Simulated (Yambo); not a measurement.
A G0W0@PBEsol run in Yambo for LuAgO2 (space group R-3m, No. 166) under isotropic strain of -3 % on all lattice vectors (4×4×4 Γ-centred k mesh, bands 6 to 128 and a 8 Ry block in the screening, 128 bands in G with the Bruneval-Gonze terminator, plasmon pole fitted at 27.2 eV) gives these matrix elements, in eV, at the band edges (L → Γ):

| state | E0 | <Vxc> | <Σx> | <Σc(E0)> | Z |
|---|---|---|---|---|---|
| valence edge | 0.000 | -23.338 | -27.344 | 3.600 | 0.804 |
| conduction edge | 2.442 | -18.835 | -14.893 | -3.073 | 0.818 |

**Question.** Solve the linearised quasiparticle equation for both states, give the gap, and say how exchange and correlation each act on it.

**Answer.** E = E0 + Z(Σx + Σc − Vxc). Valence: 0.000 + 0.804 × (-27.344 + (3.600) − (-23.338)) = -0.33 eV. Conduction: 2.442 + 0.818 × (-14.893 + (-3.073) − (-18.835)) = 3.15 eV. The gap is 3.48 eV, against 2.44 eV in PBEsol. Replacing Vxc by bare exchange alone would open it by 7.95 eV; correlation takes back 6.67 eV of that, and Z scales what is left. Convergence of the G0W0 settings was not tested. Among the k points computed, the smallest G0W0 gap is 2.84 eV, Γ → L. Spin-orbit splittings are left out. The 4f states are in the valence at their DFT position.

Geometry strained from the cell relaxed with PBEsol, atoms relaxed again; primitive cell a = 6.272 Å, b = 6.272 Å, c = 6.272 Å, α = 30.37°, β = 30.37°, γ = 30.37°.

The structure is a Materials Project entry; no match was found in the copy of COD used, and its stability was not checked.
